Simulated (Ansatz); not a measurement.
## Sr (fcc, Cu type), energy against volume

Sr (fcc, Cu type), conventional cell a = b = c = 6.0289 Å, α = β = γ = 90.00°. The calculation uses the primitive cell of 1 atom, to which meshes and values per cell refer.

Equation-of-state scan: isotropic scaling of the cell above, V₀ being its volume. Symmetry pins the atoms to their sites.

These are PBE (plane waves to 420 eV, PAW, scalar-relativistic; Ansatz, a program for electronic structure) values and carry that method's errors. k mesh 13×13×13 (Γ-centred), Fermi-Dirac smearing 0.05 eV. The energy includes the smearing's −TS. Stress and pressure are positive under compression. Sr was relaxed with its symmetry unable to fall. ΔE is measured from the relaxed starting cell.

```json
[
 {"a (Å)": "5.9058", "ΔE (kJ/mol of atoms)": "0.8", "P (GPa)": "0.8"},
 {"a (Å)": "5.9267", "ΔE (kJ/mol of atoms)": "0.5", "P (GPa)": "0.7"},
 {"a (Å)": "5.9474", "ΔE (kJ/mol of atoms)": "0.3", "P (GPa)": "0.5"},
 {"a (Å)": "5.9680", "ΔE (kJ/mol of atoms)": "0.2", "P (GPa)": "0.4"},
 {"a (Å)": "5.9885", "ΔE (kJ/mol of atoms)": "0.1", "P (GPa)": "0.3"},
 {"a (Å)": "6.0088", "ΔE (kJ/mol of atoms)": "0.0", "P (GPa)": "0.1"},
 {"a (Å)": "6.0289", "ΔE (kJ/mol of atoms)": "0.0", "P (GPa)": "0.0"},
 {"a (Å)": "6.0490", "ΔE (kJ/mol of atoms)": "0.0", "P (GPa)": "-0.1"},
 {"a (Å)": "6.0688", "ΔE (kJ/mol of atoms)": "0.1", "P (GPa)": "-0.2"},
 {"a (Å)": "6.0886", "ΔE (kJ/mol of atoms)": "0.2", "P (GPa)": "-0.3"},
 {"a (Å)": "6.1083", "ΔE (kJ/mol of atoms)": "0.3", "P (GPa)": "-0.4"},
 {"a (Å)": "6.1278", "ΔE (kJ/mol of atoms)": "0.4", "P (GPa)": "-0.5"},
 {"a (Å)": "6.1472", "ΔE (kJ/mol of atoms)": "0.6", "P (GPa)": "-0.6"}
]
```

Key numbers:

| Item | Value |
|---|---|
| Pressure at the smallest volume | 0.8 GPa |
| Energy cost of the largest compression | 8 meV/atom |
| Energy cost of the largest expansion | 6 meV/atom |
| Bulk modulus B₀ (third-order Birch-Murnaghan fit) | 11.6 GPa |
| Pressure derivative B₀′ (fit) | 3.4 |
| Equilibrium volume of the fit | 54.82 Å³/atom |
| Pressure for 5 % compression (fit) | 0.6 GPa |

The 13 points together took very roughly 50 core-seconds.

(A scan under strain: stresses follow from slopes of the energy per volume, elastic moduli from its curvatures.)
